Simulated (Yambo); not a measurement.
Material: SiO2 (space group P6_222, No. 180); a = b = 5.061 Å, c = 5.540 Å, α = β = 90.00°, γ = 120.00° (9 atoms in the cell). The geometry is that of Materials Project entry mp-6922, symmetrised and not relaxed again.

With LDA (Quantum ESPRESSO, PseudoDojo norm-conserving, 84 Ry, scalar-relativistic), the gap between the mesh's edge points (A → Γ) is 5.504 eV.

**Question.** By how much does one-shot G0W0 (Yambo; 3×3×4 Γ-centred k mesh, 227 bands and a 8 Ry block in the screening, 227 bands in G with the Bruneval-Gonze terminator, plasmon pole fitted at 27.2 eV) open this gap, and what gap results?

**Answer.** The correction is 3.124 eV, giving 8.628 eV, 1.6 times the LDA value.  Nearest settings tried, and what they do to the gap: 84 bands in W, 84 bands in G: +61 meV; 105 bands in W: +32 meV; 2 Ry block (41 vectors against 339): +270 meV. Not varied: mesh. So the settings aren't converged at that level. 

This is not the ordinary phase of the substance.
